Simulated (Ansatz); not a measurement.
A relaxation computed with Ansatz, from input to last step.

```yaml
crystal:
  lattice:
    - [5.3809106789, 5.3809514925, 0.0]
    - [5.3809106789, -5.3809514925, 0.0]
    - [0.0, 0.0, -9.494819992]
  atoms:
    - { symbol: Sn, position: [0.0004066127, 0.4995933873, 0.0001357424] }
    - { symbol: Sn, position: [0.5004066127, 0.4995933873, 0.0001357424] }
    - { symbol: Sn, position: [0.0004066127, 0.9995933873, 0.0001357424] }
    - { symbol: Sn, position: [0.5004066127, 0.9995933873, 0.0001357424] }
    - { symbol: Sn, position: [0.4995933873, 0.0004066127, 0.5001357424] }
    - { symbol: Sn, position: [0.9995933873, 0.0004066127, 0.5001357424] }
    - { symbol: Sn, position: [0.4995933873, 0.5004066127, 0.5001357424] }
    - { symbol: Sn, position: [0.9995933873, 0.5004066127, 0.5001357424] }
    - { symbol: Sn, position: [0.2495963991, 0.2504036009, 0.7428601638] }
    - { symbol: Sn, position: [0.7495963991, 0.2504036009, 0.7428601638] }
    - { symbol: Sn, position: [0.2495963991, 0.7504036009, 0.7428601638] }
    - { symbol: Sn, position: [0.7495963991, 0.7504036009, 0.7428601638] }
    - { symbol: Sn, position: [0.2504036009, 0.2495963991, 0.2428601638] }
    - { symbol: Sn, position: [0.7504036009, 0.2495963991, 0.2428601638] }
    - { symbol: Sn, position: [0.2504036009, 0.7495963991, 0.2428601638] }
    - { symbol: Sn, position: [0.7504036009, 0.7495963991, 0.2428601638] }
    - { symbol: "N", position: [0.2496108801, 0.0003905015, 0.6215020469] }
    - { symbol: O, position: [0.7496108801, 0.0003905015, 0.6215020469] }
    - { symbol: O, position: [0.2496108801, 0.5003905015, 0.6215020469] }
    - { symbol: O, position: [0.7496108801, 0.5003905015, 0.6215020469] }
    - { symbol: O, position: [0.2503891199, 0.4996094985, 0.1215020469] }
    - { symbol: O, position: [0.7503891199, 0.4996094985, 0.1215020469] }
    - { symbol: O, position: [0.2503891199, 0.9996094985, 0.1215020469] }
    - { symbol: O, position: [0.7503891199, 0.9996094985, 0.1215020469] }
    - { symbol: O, position: [0.4996094985, 0.2503891199, 0.6215020469] }
    - { symbol: O, position: [0.9996094985, 0.2503891199, 0.6215020469] }
    - { symbol: O, position: [0.4996094985, 0.7503891199, 0.6215020469] }
    - { symbol: O, position: [0.9996094985, 0.7503891199, 0.6215020469] }
    - { symbol: O, position: [0.0003905015, 0.2496108801, 0.1215020469] }
    - { symbol: O, position: [0.5003905015, 0.2496108801, 0.1215020469] }
    - { symbol: O, position: [0.0003905015, 0.7496108801, 0.1215020469] }
    - { symbol: O, position: [0.5003905015, 0.7496108801, 0.1215020469] }
basis:
  ecutwfc: 420
  xc_grid: 2
kpoints:
  mp_grid: { grid: [4, 4, 3], shift: [0.5, 0.5, 0.0] }
hamiltonian:
  xc: pbesol
scf:
  occupations: { method: gaussian, width: 0.1 }
output:
  forces: true
  stress: false
  eigenvalues: true
  write_density: true
  write_potential: true
  elf: true
  volumetric_format: npy
relax:
  adjacent_minimum: "off"
  f_tol: 0.025
  max_steps: 45
```

```bash
ansatz run input.yaml --threads 4 --pin off --max-ram 10240MiB --backend cpu --events-out ev --progress --plain --runs-dir out
```

All numbers below come from DFT PBEsol, scalar-relativistic, plane waves, PAW (Ansatz 0.2.0).

The cell holds a point defect: N on a O site (e), neutral.

Of 8 frames 5 are shown, positions in Å and forces in eV/Å; the SCF threshold varies from step to step. The mark taken_back stands on steps that the optimiser undid.

```xyz
32
Lattice="5.3809 5.3810 0.0000 5.3809 -5.3810 0.0000 0.0000 0.0000 -9.4948" Properties=species:S:1:pos:R:3:forces:R:3 pbc="T T T" step=1 free_energy_over_end_meV_per_atom=6.14
Sn    2.6905   -2.6861   -0.0013    0.0376    0.0348    0.1402
Sn    5.3809    0.0044   -0.0013   -0.0376   -0.0404    0.1381
Sn    5.3809   -5.3766   -0.0013    0.0266    0.0239    0.0425
Sn    8.0714   -2.6861   -0.0013   -0.0269   -0.0296    0.0420
Sn    2.6905    2.6861   -4.7487   -0.5798   -0.5763   -0.4476
Sn    5.3809    5.3766   -4.7487    0.5796    0.5831   -0.4489
Sn    5.3809   -0.0044   -4.7487   -0.0103   -0.0070   -0.2306
Sn    8.0714    2.6861   -4.7487    0.0104    0.0136   -0.2306
Sn    2.6905   -0.0044   -7.0533   -0.5796    0.5831    0.4489
Sn    5.3809    2.6861   -7.0533   -0.0104    0.0136    0.2306
Sn    5.3809   -2.6948   -7.0533    0.5798   -0.5763    0.4476
Sn    8.0714   -0.0044   -7.0533    0.0103   -0.0070    0.2306
Sn    2.6905    0.0044   -2.3059   -0.0266    0.0239   -0.0425
Sn    5.3809    2.6948   -2.3059   -0.0376    0.0348   -0.1402
Sn    5.3809   -2.6861   -2.3059    0.0269   -0.0296   -0.0420
Sn    8.0714    0.0044   -2.3059    0.0376   -0.0404   -0.1381
N     1.3452    1.3410   -5.9010    0.0000    0.0000    0.0000
O     4.0357    4.0315   -5.9010    0.0003    0.0013   -0.1547
O     4.0357   -1.3494   -5.9010   -0.0003    0.0013    0.1547
O     6.7261    1.3410   -5.9010    0.0000    0.0015    0.0000
O     4.0357   -1.3410   -1.1536    0.0003   -0.0018    0.0098
O     6.7261    1.3494   -1.1536    0.0000   -0.0021    0.0000
O     6.7261   -4.0315   -1.1536    0.0000   -0.0018    0.0000
O     9.4166   -1.3410   -1.1536   -0.0003   -0.0018   -0.0098
O     4.0357    1.3410   -5.9010    0.7208    0.0013   -0.0005
O     6.7261    4.0315   -5.9010    0.0000   -0.7194    0.0000
O     6.7261   -1.3494   -5.9010    0.0000    0.7221    0.0000
O     9.4166    1.3410   -5.9010   -0.7208    0.0013    0.0005
O     1.3452   -1.3410   -1.1536    0.0000   -0.0160    0.0000
O     4.0357    1.3494   -1.1536    0.0147   -0.0018    0.0010
O     4.0357   -4.0315   -1.1536   -0.0147   -0.0018   -0.0010
O     6.7261   -1.3410   -1.1536    0.0000    0.0134    0.0000
32
Lattice="5.3809 5.3810 0.0000 5.3809 -5.3810 0.0000 0.0000 0.0000 -9.4948" Properties=species:S:1:pos:R:3:forces:R:3 pbc="T T T" step=2 free_energy_over_end_meV_per_atom=3.62
Sn    2.6910   -2.7082    0.0172   -0.0187   -0.0094   -0.0772
Sn    5.3803   -0.0189    0.0170    0.0184    0.0273   -0.0603
Sn    5.3806   -5.3995   -0.0032   -0.0099   -0.0026   -0.0324
Sn    8.0715   -2.7086   -0.0032    0.0124    0.0194   -0.0264
Sn    2.6639    2.6822   -4.8435    0.2461    0.2371    0.7015
Sn    5.4074    5.4258   -4.8436   -0.2460   -0.2549    0.7077
Sn    5.3964    0.0338   -4.7161    0.0735    0.0601   -0.2085
Sn    8.0559    2.6934   -4.7160   -0.0727   -0.0859   -0.2074
Sn    2.6640    0.0448   -6.9584    0.2460   -0.2549   -0.7077
Sn    5.3964    2.6934   -7.0861    0.0727   -0.0859    0.2074
Sn    5.4075   -2.6987   -6.9585   -0.2461    0.2371   -0.7015
Sn    8.0559    0.0338   -7.0860   -0.0735    0.0601    0.2085
Sn    2.6907   -0.0185   -2.3041    0.0099   -0.0026    0.0324
Sn    5.3803    2.6728   -2.3245    0.0187   -0.0094    0.0772
Sn    5.3808   -2.7086   -2.3041   -0.0124    0.0194    0.0264
Sn    8.0719   -0.0189   -2.3243   -0.0184    0.0273    0.0603
N     1.3452    1.3635   -5.9010    0.0000   -0.0024    0.0000
O     4.0357    4.0541   -5.9688   -0.0012   -0.0085   -0.2595
O     4.0357   -1.3269   -5.8333    0.0012   -0.0085    0.2595
O     6.7261    1.3637   -5.9010    0.0000   -0.0100    0.0000
O     4.0357   -1.3637   -1.1430   -0.0007    0.0105   -0.0231
O     6.7261    1.3269   -1.1536    0.0000    0.0122    0.0000
O     6.7261   -4.0542   -1.1536    0.0000    0.0109    0.0000
O     9.4166   -1.3637   -1.1642    0.0007    0.0105    0.0231
O     4.1250    1.3637   -5.9011   -0.2734   -0.0082    0.0025
O     6.7261    3.9648   -5.9010    0.0000    0.2638    0.0000
O     6.7261   -1.2375   -5.9010    0.0000   -0.2829    0.0000
O     9.3272    1.3637   -5.9010    0.2734   -0.0082   -0.0025
O     1.3452   -1.3710   -1.1536    0.0000    0.1028    0.0000
O     4.0430    1.3269   -1.1536   -0.0939    0.0104   -0.0038
O     4.0283   -4.0541   -1.1537    0.0939    0.0104    0.0038
O     6.7261   -1.3563   -1.1536    0.0000   -0.0850    0.0000
32
Lattice="5.3809 5.3810 0.0000 5.3809 -5.3810 0.0000 0.0000 0.0000 -9.4948" Properties=species:S:1:pos:R:3:forces:R:3 pbc="T T T" step=4 free_energy_over_end_meV_per_atom=0.41
Sn    2.6904   -2.6608    0.0110   -0.0036   -0.0193    0.0146
Sn    5.3814    0.0302    0.0122    0.0044   -0.0119   -0.0089
Sn    5.3799   -5.3513   -0.0032   -0.0025   -0.0160   -0.0201
Sn    8.0719   -2.6592   -0.0020   -0.0012   -0.0153   -0.0277
Sn    2.6628    2.6342   -4.7859   -0.0054    0.0051    0.0743
Sn    5.4089    5.3806   -4.7881   -0.0002    0.0102    0.0736
Sn    5.3916   -0.0219   -4.7459   -0.0576   -0.0246   -0.0724
Sn    8.0625    2.6493   -4.7470    0.0454    0.0783   -0.0807
Sn    2.6624   -0.0004   -7.0140    0.0002    0.0102   -0.0736
Sn    5.3898    2.6493   -7.0550   -0.0454    0.0783    0.0807
Sn    5.4086   -2.7468   -7.0162    0.0054    0.0051   -0.0743
Sn    8.0607   -0.0219   -7.0562    0.0576   -0.0246    0.0724
Sn    2.6915    0.0297   -2.3041    0.0025   -0.0160    0.0201
Sn    5.3810    2.7202   -2.3183    0.0036   -0.0193   -0.0146
Sn    5.3804   -2.6592   -2.3052    0.0012   -0.0153    0.0277
Sn    8.0709    0.0302   -2.3195   -0.0044   -0.0119    0.0089
N     1.3452    1.3166   -5.9010    0.0000    0.0080    0.0000
O     4.0347    4.0052   -5.9339    0.0066    0.0154   -0.1108
O     4.0367   -1.3757   -5.8682   -0.0066    0.0154    0.1108
O     6.7261    1.3138   -5.9010    0.0000    0.0176    0.0000
O     4.0360   -1.3151   -1.1411   -0.0006   -0.0155   -0.0521
O     6.7261    1.3751   -1.1536    0.0000   -0.0181    0.0000
O     6.7261   -4.0053   -1.1536    0.0000   -0.0181    0.0000
O     9.4163   -1.3151   -1.1661    0.0006   -0.0155    0.0521
O     4.0919    1.3149   -5.8986    0.0430    0.0119   -0.0033
O     6.7261    3.9493   -5.9010    0.0000   -0.0281    0.0000
O     6.7261   -1.3198   -5.9010    0.0000    0.0629    0.0000
O     9.3604    1.3149   -5.9034   -0.0430    0.0119    0.0033
O     1.3452   -1.3178   -1.1536    0.0000    0.0168    0.0000
O     4.0384    1.3753   -1.1526   -0.0302   -0.0168    0.0046
O     4.0330   -4.0056   -1.1546    0.0302   -0.0168   -0.0046
O     6.7261   -1.3125   -1.1536    0.0000   -0.0439    0.0000
32
Lattice="5.3809 5.3810 0.0000 5.3809 -5.3810 0.0000 0.0000 0.0000 -9.4948" Properties=species:S:1:pos:R:3:forces:R:3 pbc="T T T" step=5 free_energy_over_end_meV_per_atom=2.02 taken_back
Sn    2.6933   -2.7650    0.0052   -0.0066    0.0378    0.0018
Sn    5.3778   -0.0807    0.0035    0.0022    0.0456    0.0489
Sn    5.3837   -5.4560    0.0015    0.0007    0.0354   -0.0004
Sn    8.0685   -2.7713    0.0007    0.0122    0.0446    0.0002
Sn    2.6644    2.7414   -4.7661   -0.1180   -0.1674   -0.2066
Sn    5.4064    5.4831   -4.7644    0.1251    0.0787   -0.1937
Sn    5.3874    0.0862   -4.7589   -0.0725   -0.1325    0.0005
Sn    8.0637    2.7622   -4.7585    0.0795    0.0215    0.0107
Sn    2.6650    0.1022   -7.0376   -0.1251    0.0787    0.1937
Sn    5.3886    2.7622   -7.0435   -0.0795    0.0215   -0.0107
Sn    5.4070   -2.6396   -7.0359    0.1180   -0.1674    0.2066
Sn    8.0649    0.0862   -7.0431    0.0725   -0.1325   -0.0005
Sn    2.6877   -0.0750   -2.3088   -0.0007    0.0354    0.0004
Sn    5.3780    2.6160   -2.3124    0.0066    0.0378   -0.0018
Sn    5.3838   -2.7713   -2.3080   -0.0122    0.0446   -0.0002
Sn    8.0745   -0.0807   -2.3108   -0.0022    0.0456   -0.0489
N     1.3452    1.4212   -5.9010    0.0000   -0.0065    0.0000
O     4.0359    4.1136   -5.9333   -0.0079   -0.0362    0.0096
O     4.0354   -1.2673   -5.8688    0.0079   -0.0362   -0.0096
O     6.7261    1.4241   -5.9010    0.0000   -0.0392    0.0000
O     4.0354   -1.4232   -1.1608    0.0027    0.0427   -0.0044
O     6.7261    1.2679   -1.1536    0.0000    0.0460    0.0000
O     6.7261   -4.1141   -1.1536    0.0000    0.0503    0.0000
O     9.4169   -1.4232   -1.1465   -0.0027    0.0427    0.0044
O     4.0801    1.4231   -5.9026    0.1680   -0.0320    0.0077
O     6.7261    4.0693   -5.9010    0.0000   -0.2093    0.0000
O     6.7261   -1.2220   -5.9010    0.0000    0.1225    0.0000
O     9.3722    1.4231   -5.8995   -0.1680   -0.0320   -0.0077
O     1.3452   -1.4176   -1.1536    0.0000    0.0163    0.0000
O     4.0304    1.2675   -1.1542    0.0197    0.0440   -0.0130
O     4.0410   -4.1135   -1.1531   -0.0197    0.0440    0.0130
O     6.7261   -1.4285   -1.1536    0.0000    0.0556    0.0000
32
Lattice="5.3809 5.3810 0.0000 5.3809 -5.3810 0.0000 0.0000 0.0000 -9.4948" Properties=species:S:1:pos:R:3:forces:R:3 pbc="T T T" step=8 free_energy_over_end_meV_per_atom=0.00
Sn    2.6914   -2.6894    0.0093    0.0003    0.0001    0.0000
Sn    5.3801   -0.0006    0.0093   -0.0006   -0.0008    0.0001
Sn    5.3816   -5.3800   -0.0014    0.0008    0.0004    0.0000
Sn    8.0706   -2.6910   -0.0013   -0.0005   -0.0010    0.0001
Sn    2.6596    2.6593   -4.7786    0.0002    0.0004   -0.0008
Sn    5.4119    5.4117   -4.7785   -0.0006   -0.0003   -0.0009
Sn    5.3854    0.0043   -4.7544    0.0003    0.0005    0.0007
Sn    8.0668    2.6858   -4.7544   -0.0003   -0.0002    0.0010
Sn    2.6595    0.0308   -7.0236    0.0006   -0.0003    0.0009
Sn    5.3854    2.6858   -7.0476    0.0003   -0.0002   -0.0010
Sn    5.4118   -2.7216   -7.0235   -0.0002    0.0004    0.0008
Sn    8.0669    0.0043   -7.0477   -0.0003    0.0005   -0.0007
Sn    2.6897    0.0010   -2.3059   -0.0008    0.0004    0.0000
Sn    5.3800    2.6916   -2.3166   -0.0003    0.0001    0.0000
Sn    5.3817   -2.6910   -2.3059    0.0005   -0.0010   -0.0001
Sn    8.0722   -0.0006   -2.3166    0.0006   -0.0008   -0.0001
N     1.3452    1.3451   -5.9010    0.0000    0.0004    0.0000
O     4.0357    4.0354   -5.9407   -0.0001    0.0002    0.0008
O     4.0357   -1.3456   -5.8613    0.0001    0.0002   -0.0008
O     6.7261    1.3451   -5.9010    0.0000    0.0002    0.0000
O     4.0357   -1.3451   -1.1560   -0.0002    0.0003   -0.0002
O     6.7261    1.3454   -1.1536    0.0000    0.0004    0.0000
O     6.7261   -4.0355   -1.1536    0.0000   -0.0002    0.0000
O     9.4165   -1.3451   -1.1513    0.0002    0.0003    0.0002
O     4.0932    1.3449   -5.9011   -0.0007    0.0004    0.0001
O     6.7261    3.9781   -5.9010    0.0000    0.0004    0.0000
O     6.7261   -1.2878   -5.9010    0.0000   -0.0011    0.0000
O     9.3591    1.3449   -5.9010    0.0007    0.0004   -0.0001
O     1.3452   -1.3427   -1.1536    0.0000    0.0003    0.0000
O     4.0333    1.3454   -1.1535   -0.0003    0.0000   -0.0002
O     4.0381   -4.0355   -1.1537    0.0003    0.0000    0.0002
O     6.7261   -1.3474   -1.1536    0.0000   -0.0001    0.0000
```

It took 6.7 min on 4 threads of Intel(R) Xeon(R) Platinum 8488C (Sapphire Rapids), with other jobs on the host, peak memory 2.8 GiB.

The cell has an odd number of electrons and was run without spin polarisation, which forces a half-filled band: energy, forces and stress belong to that artificial state.